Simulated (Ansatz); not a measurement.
Input:

YSi:
Space group I4₁/amd, origin choice 1 (No. 141); a = 4.1371 Å, b = 4.1371 Å, c = 10.3223 Å, α = 90.00°, β = 90.00°, γ = 90.00°

```json
[
 {"atom": "Y", "site": "4b", "symmetry": "-4m2", "x": "0.0000", "y": "0.0000", "z": "0.5000"},
 {"atom": "Si", "site": "4a", "symmetry": "-4m2", "x": "0.0000", "y": "0.0000", "z": "0.0000"}
]
```
(The calculation used a cell of 4 atoms; values per cell refer to that cell.)

This is the PBE-relaxed structure.

Problem. All from DFT-PBE in the program Ansatz with PAW potentials, unless another level is named. Predict the electronic character.

Solution. metallic (no gap).

Problem. Next, the formation energy from the elements (no fitted shifts)?

Solution. -0.55 eV/atom.

Problem. Give the density of states at the Fermi level.

Solution. 0.38 states/eV per atom (mean over ±0.08 eV).

Space group I4_1/amd. The cell is a constructed one: a structure type filled with these elements; neither database checked (COD, Materials Project) lists it. Its standing as an ambient phase is unchecked. Symmetry was held in the PBE relaxation; whether a distortion lowers the energy is not shown. No spin polarisation was allowed. The references are the lowest solids computed at this level, not always the standard phases. Scalar-relativistic: spin–orbit coupling is off unless named, which matters more the heavier the elements.

Potentials: the later of the program's two PAW sets.
